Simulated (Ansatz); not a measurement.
Ba$_{2}$TaBiO$_{6}$:
```xyz
10
Lattice="3.0470 1.7592 4.9057 -3.0470 1.7592 4.9057 0.0000 -3.5184 4.9057" Properties=species:S:1:pos:R:3 pbc="T T T"
Ba     0.0000     0.0000    11.0211
Ba     0.0000     0.0000     3.6961
Ta     0.0000     0.0000     7.3586
Bi     0.0000     0.0000     0.0000
O      1.5484     0.5200     6.2126
O     -1.5484    -0.5200     8.5046
O     -1.2245     1.0810     6.2126
O      1.2245    -1.0810     8.5046
O     -0.3239    -1.6009     6.2126
O      0.3239     1.6009     8.5046
```

Relaxed with r²SCAN.

Problem. Map the valence electron density (e/Å³), cut off at 1 on the plane through (0.749, 0.749, 0.749) spanned by u = [1, -1, 0] and v = [1, 1, -1] in lattice vectors, from DFT-r²SCAN in the program Ansatz with PAW potentials.

Solution. x is the fraction of u, y of v (the angle between them is 90°; rows are the nearest grid lines); atoms in the plane: Ba at (0.00, 0.00), Ba at (0.00, 0.50), Ta at (0.50, 0.25), Bi at (0.50, 0.75), O at (0.45, 0.02), O at (0.55, 0.48).
```
|1399973124999999993100013799931|
|9999952112489999731000002599999|
|9999631001235775421000001369999|
|5543100000113455432100000012455|
|0000000001259999999521000000000|
|0000000012599999999952100000000|
|0000000012599999999952100000000|
|0000000011389999999831000000000|
|2211000000124799974210000001122|
|9996320000001233443210000246999|
|9999731000001246776421001379999|
|3599963100012699999973113699953|
|4699962100013999999994213699964|
|9999631000012699999962111369999|
|9985310000012479999631100136899|
|2111000000113799985210000001112|
|0000000111389999999721100000000|
|0000000112499999999942111000000|
|0000000111399999999942111000000|
|0000000001139999998311110000000|
|5543100001236887532100000112455|
|9999631113699999962100001369999|
|9999952124999999983100002599999|
|1399973124999999993100013799931|
```
Scale: ten equal steps from 0.027 (start of '0') to 1.00 (end of '9'), in the order '0123456789'; x runs from 0.000 to 1.00, y from 0.000 (bottom) to 1.00 (top).

The density is the valence pseudo-density with augmentation charge, so density and ELF within about 1 Å of a nucleus are not all-electron values.

Space group R-3. The workflow started from a Materials Project entry (that database holds measured and hypothetical structures alike); the Crystallography Open Database copy checked does not list it. Whether it is the stable phase at ambient conditions was not checked. The r²SCAN relaxation kept the symmetry of its start; whether a distortion lowers the energy is not shown. The run is not spin-polarised. Spin–orbit coupling is left out wherever it is not named.

Potentials: the later of the program's two PAW sets.
